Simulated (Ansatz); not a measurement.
TlPdCl₃: from a guess to a relaxed structure

These are results of DFT PBE, scalar-relativistic, plane waves, PAW (Ansatz 0.2.0), not measurements. Cutoff 420 eV, Gaussian smearing, Γ-centred meshes. Cell and atoms relax first on a coarse mesh and then on a finer one. In between, the cell is made exact in the group found at 0.06 Å. In metals the finer mesh still leaves noise of several meV/atom or more. The steps can't lower the symmetry of their start. Collinear spin is switched on along the way, since trial moments persisted in a coarse test.

A trial structure of TlPdCl₃ was built thus: perovskite family, tilts a0a0a0 (Pm-3m, No. 221) (A site Tl; B site Pd; X site Cl). The dimensions are guesses.

```
Tl Pd Cl
1.0
     4.79830    0.00000    0.00000
     0.00000    4.79830    0.00000
     0.00000    0.00000    4.79830
Tl Pd Cl
1 1 3
Direct
  0.50000 0.50000 0.50000
  0.00000 0.00000 0.00000
  0.50000 0.00000 0.00000
  0.00000 0.50000 0.00000
  0.00000 0.00000 0.50000
```

Energies over the elements count from the elements' standard structures at the same level (Cl₂ as a molecule), with no fitted energy shifts.

Problem. Where does the relaxation end?

Solution. The symmetry stays Pm-3m (No. 221). The end has the cubic perovskite type. The volume per atom grows by 11.5 %, from 22.1 to 24.6 Å³. The shortest distance goes from 2.40 Å (Pd–Cl) to 2.49 Å (Pd–Cl). Conventional cell: a = 4.976 Å. Around Tl lie 12 Cl at 3.52 Å (long contacts); Pd has 6 Cl at 2.49 Å; around Cl lie 2 Pd at 2.49 Å, 4 Tl at 3.52 Å and 8 Cl at 3.52 Å.

```cif
data_structure
_symmetry_space_group_name_H-M 'Pm-3m'
_symmetry_Int_Tables_number 221
_cell_length_a 4.9761
_cell_length_b 4.9761
_cell_length_c 4.9761
_cell_angle_alpha 90.000
_cell_angle_beta 90.000
_cell_angle_gamma 90.000
_cell_volume 123.22
loop_
_atom_site_label
_atom_site_type_symbol
_atom_site_symmetry_multiplicity
_atom_site_Wyckoff_symbol
_atom_site_fract_x
_atom_site_fract_y
_atom_site_fract_z
_atom_site_occupancy
Tl1 Tl 1 b 0.50000 0.50000 0.50000 1
Pd1 Pd 1 a 0.00000 0.00000 0.00000 1
Cl1 Cl 3 d 0.50000 0.00000 0.00000 1
```

Problem. Give its energy and gap.

Solution. The energy over the elements is −0.72 eV/atom, the gap on the 8×8×8 mesh of the 5-atom cell is 0 eV (a metal) and the net moment per atom is 0.00 μB. The moment by site is all under 0.1 μB.

Whether it is stable depends on the other phases of the system, which aren't compared here.

The last run used collinear spin and Gaussian smearing of 0.10 eV. These runs have no spin–orbit coupling, which can matter for Tl. A later test with randomly moved atoms came back to the same energy, though modes that don't fit the test's cell weren't probed. Site moments count only spheres around the atoms; the net moment includes the space between them.
